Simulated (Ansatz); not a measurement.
Zr2B:
```
CELL_PARAMETERS angstrom
      1.72998     0.99881     5.44881
     -1.72998     0.99881     5.44881
      0.00000    -1.99761     5.44881
ATOMIC_POSITIONS crystal
  Zr 0.74675 0.74675 0.74675
  Zr 0.25325 0.25325 0.25325
  B  0.00000 0.00000 0.00000
```

Relaxed with r²SCAN. Special points in fractions of this cell's reciprocal vectors: Γ (0.000, 0.000, 0.000); T (0.500, 0.500, 0.500); H2 (0.811, 0.189, 0.500); H0 (0.500, -0.189, 0.189); L (0.500, 0.000, 0.000); S0 (0.345, -0.345, 0.000); S2 (0.655, 0.000, 0.345); F (0.500, 0.000, 0.500).

### Question
List the band energies nearest the Fermi level at these points for r²SCAN in the plane-wave PAW code Ansatz.

### Answer
In eV from the Fermi level; about four levels below and three above (degenerate sets whole), none deeper than 8.9 eV; points with the same levels are listed once.

| k | below | above |
|---|---|---|
| Γ | -3.53 -0.97 -0.97 -0.93 | 1.34 1.34 1.91 |
| T | -4.38 -0.72 -0.72 -0.14 | 0.70 1.73 1.73 |
| H2 | -2.33 -2.29 -1.17 -0.42 | 0.03 1.23 2.29 |
| L | -1.46 -0.78 -0.59 -0.53 | 0.70 2.81 4.01 |
| S0 | -2.30 -2.26 -1.10 -0.54 | 0.05 1.27 2.15 |
| F | -1.23 -1.04 -0.96 -0.25 | 1.70 4.14 4.63 |

Space group R-3m. The start of the workflow was typed in or built on a structure type; neither database checked (COD, Materials Project) lists it. Whether it is the stable phase at ambient conditions was not checked. Symmetry was held in the r²SCAN relaxation; its stability against distortions is not shown here. No spin polarisation was allowed. The volume moved by -17 % from the start of the relaxation. Spin–orbit coupling is left out wherever it is not named.

Potentials: the earlier of the program's two PAW sets. The files were generated under PBE; for other functionals the program regenerates the frozen cores, and for LDA and PBEsol the local potential too.
